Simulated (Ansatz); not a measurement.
HgO:
```xyz
2
Lattice="0.0000 2.6464 2.6464 2.6464 0.0000 2.6464 2.6464 2.6464 0.0000" Properties=species:S:1:pos:R:3 pbc="T T T"
O      3.9695     3.9695     3.9695
Hg     0.0000     0.0000     0.0000
```

Relaxed with PBE. Special points in fractions of this cell's reciprocal vectors: Γ (0.000, 0.000, 0.000); X (0.500, 0.000, 0.500); U (0.625, 0.250, 0.625); K (0.375, 0.375, 0.750); L (0.500, 0.500, 0.500); W (0.500, 0.250, 0.750).

Problem. List the band energies nearest the Fermi level at these points for DFT-PBE in the program Ansatz with PAW potentials.

Solution. In eV from the Fermi level; about four levels below and three above (degenerate sets whole), none deeper than 8.9 eV; … stands for higher levels left out; points with the same levels are listed once.

| k | below | above |
|---|---|---|
| Γ | -1.81 -0.02 -0.02 -0.02 | … |
| X | -4.64 -3.25 -1.84 -1.84 | 4.47 4.70 … |
| U | -4.34 -3.91 -2.11 -1.42 | 4.24 5.83 … |
| L | -4.72 -4.72 -4.27 -0.73 -0.73 | 2.33 5.57 … |
| W | -4.27 -3.74 -2.38 -1.50 | 4.40 6.37 … |

Space group F-43m (zinc blende). The cell is a constructed one: a structure type filled with these elements; neither database checked (COD, Materials Project) lists it. COD files the formula under space group No. 44, 62, so this cell is another polymorph or a model. Its standing as an ambient phase is unchecked. The PBE relaxation kept the symmetry of its start; whether a distortion lowers the energy is not shown. Spin–orbit coupling is left out wherever it is not named.

Potentials: the later of the program's two PAW sets.
